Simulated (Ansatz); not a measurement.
SiO$_{2}$ (space group P4_32_12)

```
SiO2
1.0
    4.94583     0.00000     0.00000
    0.00000     4.94583     0.00000
    0.00000     0.00000     6.87356
Si O
4 8
Direct
  0.19586   0.19586   0.00000
  0.30414   0.69586   0.75000
  0.80414   0.80414   0.50000
  0.69586   0.30414   0.25000
  0.61285   0.73741   0.68310
  0.76259   0.11285   0.43310
  0.38715   0.26259   0.18310
  0.23741   0.88715   0.93310
  0.11285   0.76259   0.56690
  0.26259   0.38715   0.81690
  0.88715   0.23741   0.06690
  0.73741   0.61285   0.31690
```

A phonon eigenvector at Γ is frozen into this cell: atom i moves by Q times the vector below, so Q is the largest atomic displacement, in Å. The cell is held. It is one choice among 2 degenerate patterns.

```json
[
 {"atom": "Si1", "x": "-0.096", "y": "0.105", "z": "0.379"},
 {"atom": "Si2", "x": "-0.096", "y": "-0.105", "z": "0.379"},
 {"atom": "Si3", "x": "-0.096", "y": "0.105", "z": "-0.379"},
 {"atom": "Si4", "x": "-0.096", "y": "-0.105", "z": "-0.379"},
 {"atom": "O5", "x": "-0.007", "y": "-0.008", "z": "0.035"},
 {"atom": "O6", "x": "0.176", "y": "-0.797", "z": "0.578"},
 {"atom": "O7", "x": "-0.007", "y": "-0.008", "z": "-0.035"},
 {"atom": "O8", "x": "0.176", "y": "-0.797", "z": "-0.578"},
 {"atom": "O9", "x": "-0.007", "y": "0.008", "z": "-0.035"},
 {"atom": "O10", "x": "0.176", "y": "0.797", "z": "-0.578"},
 {"atom": "O11", "x": "-0.007", "y": "0.008", "z": "0.035"},
 {"atom": "O12", "x": "0.176", "y": "0.797", "z": "0.578"}
]
```

Computed with LDA (plane waves to 420 eV, PAW, scalar-relativistic; Ansatz, a quantum-chemistry and plane-wave program). k mesh 6×6×4 (Γ-centred), Fermi-Dirac smearing 0.05 eV. The energy includes the smearing's −TS. Compression counts positive. SiO2 was relaxed with its symmetry unable to fall. ΔE is measured from the undisplaced structure.

| Q (Å) | ΔE (meV/cell) | −dE/dQ from forces (eV/Å) | P (GPa) |
|---|---|---|---|
| -0.100 | 2203 | 45.165 | 4.73 |
| -0.083 | 1518 | 37.074 | 3.27 |
| -0.067 | 966 | 29.295 | 2.08 |
| -0.050 | 541 | 21.757 | 1.17 |
| -0.033 | 239 | 14.402 | 0.51 |
| -0.017 | 60 | 7.173 | 0.12 |
| 0.000 | 0 | 0.000 | -0.01 |
| 0.017 | 60 | -7.173 | 0.12 |
| 0.033 | 239 | -14.402 | 0.51 |
| 0.050 | 541 | -21.757 | 1.17 |
| 0.067 | 966 | -29.295 | 2.08 |
| 0.083 | 1518 | -37.074 | 3.27 |
| 0.100 | 2203 | -45.165 | 4.73 |

What the scan shows:

| Property | Result |
|---|---|
| Energy at Q = 0.100 Å | 2203 meV/cell |
| Space group of the distorted cell | P2_1 (No. 4), lowered from P4_32_12 |
| Symmetry of the curve | even: the same for both signs |
| Shape of the curve | a single well with its minimum at or next to zero displacement |
| Harmonic wavenumber from the curvature (finite differences) | 1190 cm⁻¹ |
| Wavenumber by perturbation theory (DFPT, on another k mesh) | 1190 cm⁻¹ |

(For displaced atoms, the force is minus the slope of the energy, and its curvature is a force constant, which sets phonon frequencies.)
